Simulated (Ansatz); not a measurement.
A plane-wave DFT run in Ansatz 0.2.0 (scalar-relativistic PAW potentials unless the input names others): input and command.

```yaml
crystal:
  lattice:
    - [5.6469727311, 0.0, 0.0]
    - [-2.8234863656, 4.8904218396, 0.0]
    - [0.0, 0.0, 5.1160218848]
  atoms:
    - { symbol: Nb, position: [0.8303375656, 0.6606751312, 0.25] }
    - { symbol: Nb, position: [0.1696624344, 0.8303375656, 0.75] }
    - { symbol: Nb, position: [0.3393248688, 0.1696624344, 0.25] }
    - { symbol: Nb, position: [0.1696624344, 0.3393248688, 0.75] }
    - { symbol: Nb, position: [0.8303375656, 0.1696624344, 0.25] }
    - { symbol: Nb, position: [0.6606751312, 0.8303375656, 0.75] }
    - { symbol: Re, position: [0.3333333333, 0.6666666667, 0.25] }
    - { symbol: Re, position: [0.6666666667, 0.3333333333, 0.75] }
basis:
  ecutwfc: 420
kpoints:
  mp_grid: { grid: [12, 12, 8] }
hamiltonian:
  xc: pbe
scf:
  occupations: { method: gaussian, width: 0.1 }
  mixing: { algorithm: anderson, beta: 0.7, ndim: 2 }
output:
  forces: true
  eigenvalues: true
  stress: true
relax:
  adjacent_minimum: "off"
  f_tol: 0.01
  max_steps: 80
  cell: { stress_tol: 0.05 }
```

```bash
ansatz run input.yaml --threads 1 --pin off --max-ram 2560MiB --backend cpu --events-out ev --progress --plain --runs-dir out
```

Abridged log:
```
Basis set: ecut = 420 eV, 2813 PW (Γ), exchange–correlation on 80×80×72 points (8 copies of the dense FFT grid, shifted against one another)
Bands: 65, of which v1, the nominal top of the filled ones, is band 54 counted from 1 (53 counted from 0)
Symmetry: 24 space group operations
k-points: 95 of 1152
SCF iter   1: F=—  HF=-49048.002503 eV  |F-HF|=—  |Δ(HF+E_count)|=         —  Δρ=6.33e-3  dr2=7.70e-2  ethr=1.77e-3  ⟨swp⟩=4.7  Hψ=19759  notcnv=0
SCF iter   2: F=—  HF=-49047.996957 eV  |F-HF|=—  |Δ(HF+E_count)|=   5.55e-3  Δρ=3.61e-3  dr2=3.02e-2  ethr=7.13e-5  ⟨swp⟩=2.0  Hψ=8853  notcnv=0  κ⁻¹=1.0e0(r=1)
SCF iter   3: F=—  HF=-49047.993950 eV  |F-HF|=—  |Δ(HF+E_count)|=   3.01e-3  Δρ=1.96e-3  dr2=9.14e-3  ethr=2.80e-5  ⟨swp⟩=2.0  Hψ=7728  notcnv=0  κ⁻¹=1.0e0(r=1)
SCF iter   4: F=—  HF=-49047.992943 eV  |F-HF|=—  |Δ(HF+E_count)|=   1.01e-3  Δρ=9.63e-4  dr2=1.46e-3  ethr=8.47e-6  ⟨swp⟩=2.0  Hψ=6742  notcnv=0  κ⁻¹=1.0e0(r=1)
SCF iter   5: F=—  HF=-49047.992746 eV  |F-HF|=—  |Δ(HF+E_count)|=   1.98e-4  Δρ=5.20e-4  dr2=6.25e-4  ethr=1.35e-6  ⟨swp⟩=2.0  Hψ=7328  notcnv=0  κ⁻¹=1.0e0(r=1)
SCF iter   6: F=—  HF=-49047.992702 eV  |F-HF|=—  |Δ(HF+E_count)|=   4.37e-5  Δρ=3.60e-4  dr2=3.23e-4  ethr=5.78e-7  ⟨swp⟩=2.0  Hψ=7833  notcnv=0  κ⁻¹=1.0e0(r=1)
SCF iter   7: F=—  HF=-49047.992669 eV  |F-HF|=—  |Δ(HF+E_count)|=   3.27e-5  Δρ=1.86e-4  dr2=6.79e-5  ethr=2.99e-7  ⟨swp⟩=2.0  Hψ=7644  notcnv=0  κ⁻¹=1.0e0(r=1)
SCF iter   8: F=—  HF=-49047.992688 eV  |F-HF|=—  |Δ(HF+E_count)|=   1.85e-5  Δρ=1.02e-4  dr2=1.57e-5  ethr=6.29e-8  ⟨swp⟩=1.2  Hψ=6052  notcnv=0  κ⁻¹=1.0e0(r=1)
   ...
SCF iter   8: F=—  HF=-49047.992788 eV  |F-HF|=—  |Δ(HF+E_count)|=   3.19e-8  Δρ=3.89e-6  dr2=5.62e-8  ethr=2.65e-10  ⟨swp⟩=1.0  Hψ=6175  notcnv=0  κ⁻¹=1.0e0(r=1)
SCF iter   9: F=—  HF=-49047.992788 eV  |F-HF|=—  |Δ(HF+E_count)|=   9.17e-9  Δρ=1.50e-6  dr2=8.27e-9  ethr=5.20e-11  ⟨swp⟩=2.0  Hψ=7787  notcnv=0  κ⁻¹=1.0e0(r=1)
SCF iter  10: F=—  HF=-49047.992788 eV  |F-HF|=—  |Δ(HF+E_count)|=  5.97e-10  Δρ=1.04e-6  dr2=4.17e-9  ethr=7.66e-12  ⟨swp⟩=2.0  Hψ=8255  notcnv=0  κ⁻¹=1.0e0(r=1)
SCF iter  11: F=—  HF=-49047.992788 eV  |F-HF|=—  |Δ(HF+E_count)|=  3.57e-10  Δρ=3.17e-7  dr2=2.39e-10  ethr=3.86e-12  ⟨swp⟩=2.0  Hψ=7630  notcnv=0  κ⁻¹=1.0e0(r=1)
SCF iter  12: F=-49047.992788 eV  HF=-49047.992788 eV  |F-HF|=2.91e-11  |Δ(HF+E_count)|=  3.64e-11  Δρ=1.56e-7  dr2=4.40e-11  ethr=1.00e-12  ⟨swp⟩=3.4  Hψ=15780  notcnv=0
SCF 3 converged in 12 iterations: F = -49047.992788 eV  dr2 = 4.40e-11
relax step   3: F+E_penalty+E_count = -49047.99278766 eV  Δ(F+E_penalty+E_count) = -1.029e-4 eV  max|allowed force component| = 1.408e-4 eV/Å  Δτ_max = 0.0013 Å  P = -0.023 GPa  Ω = 141.309 Å³  energy of the carried Pulay correction = -8.895e-6 eV  (12 SCF iters, accepted)
Initial wavefunctions: pseudopotential atomic-orbital guess (no wavefunctions were taken with the density)
SCF iter   1: F=—  HF=-49047.992774 eV  |F-HF|=—  |Δ(HF+E_count)|=         —  Δρ=7.85e-7  dr2=2.21e-10  ethr=6.63e-8  ⟨swp⟩=3.3  Hψ=35756  notcnv=0
SCF iter   2: F=—  HF=-49047.992798 eV  |F-HF|=—  |Δ(HF+E_count)|=   2.33e-5  Δρ=3.54e-7  dr2=5.05e-11  ethr=1.00e-12  ⟨swp⟩=5.6  Hψ=32901  notcnv=0  κ⁻¹=1.0e0(r=1)
SCF iter   3: F=-49047.992798 eV  HF=-49047.992798 eV  |F-HF|=2.18e-11  |Δ(HF+E_count)|=  2.18e-11  Δρ=1.64e-7  dr2=1.22e-11  ethr=1.00e-12  ⟨swp⟩=2.0  Hψ=17871  notcnv=0
SCF 4 converged in 3 iterations: F = -49047.992798 eV  dr2 = 1.22e-11
SCF converged after 3 iterations
Stability not checked: this state was not tested for a lower state beside it, because the mixer in use, unlike msr1, does not test its closes by its own steps (another_mixer; see scf.mixing.algorithm and scf.lower_state_search)
Free energy (F): -49047.992798 eV
Harris-Foulkes:  -49047.992798 eV  (|F-HF|=2.18e-11)
Internal energy: -49047.949693 eV  (E = F + TS)
E sigma→0 (E₀):  -49047.971245 eV
Entropy (-TS):   -0.043105 eV (-5.388 meV/atom)
Fermi energy:    18.747542 eV
--- Forces (eV/Å), atoms counted from 1 ---
  atom   1  Nb     0.00000000     0.00014182     0.00000000
  atom   2  Nb    -0.00012282     0.00007091     0.00000000
  atom   3  Nb    -0.00012282    -0.00007091     0.00000000
  atom   4  Nb     0.00000000    -0.00014182     0.00000000
  atom   5  Nb     0.00012282    -0.00007091     0.00000000
  atom   6  Nb     0.00012282     0.00007091     0.00000000
  atom   7  Re     0.00000000     0.00000000     0.00000000
  atom   8  Re     0.00000000     0.00000000     0.00000000
--- Stress (GPa, compression-positive) ---
       -0.019741       0.000000       0.000000
        0.000000      -0.019741       0.000000
        0.000000       0.000000      -0.028524
  P = ⅓ Tr σ = -0.0227 GPa (-0.227 kbar)
--- Relaxed structure (3 steps of the walk, 2 accepted, 1 SCFs on fresh bases) ---
  F+E_penalty+E_count = -49047.99279769 eV   max|allowed force component| = 1.418e-4 eV/Å   (the final SCF, on the basis selected at the relaxed cell)
  cell:  # Å, volume = 141.3095 Å³
    - [5.64679999, 0.0, 0.0]
    - [-2.82339999, 4.89027224, 0.0]
    - [0.0, 0.0, 5.11724099]
  atoms:
    - { symbol: Nb, position: [0.83046557, 0.66093114, 0.25] }
    - { symbol: Nb, position: [0.16953442, 0.83046557, 0.75] }
    - { symbol: Nb, position: [0.33906885, 0.16953442, 0.25] }
    - { symbol: Nb, position: [0.16953442, 0.33906885, 0.75] }
    - { symbol: Nb, position: [0.83046557, 0.16953442, 0.25] }
    - { symbol: Nb, position: [0.66093114, 0.83046557, 0.75] }
    - { symbol: Re, position: [0.33333333, 0.66666666, 0.25] }
    - { symbol: Re, position: [0.66666666, 0.33333333, 0.75] }
```

Apart from outputs and empty bands, the input differs from a reference run on usual settings in scf.mixing.algorithm: not typed → "anderson"; scf.mixing.beta: not typed → 0.7; scf.mixing.ndim: not typed → 2. The reference, at the same start, ended its own course with a relaxed volume of 17.66 Å³/atom, pressure -0.02 GPa, largest force 0.000 eV/Å, no gap on the mesh. This run converged in 37 SCF iterations over all its steps (reference: 26) with an energy at zero smearing within 0.01 meV/atom of the reference's, a relaxed volume of 17.66 Å³/atom, pressure -0.02 GPa, largest force 0.000 eV/Å, no gap on the mesh.

Time: 110 s on 1 thread of Intel(R) Xeon(R) 6975P-C (Granite Rapids) (shared host), peak memory 0.86 GiB.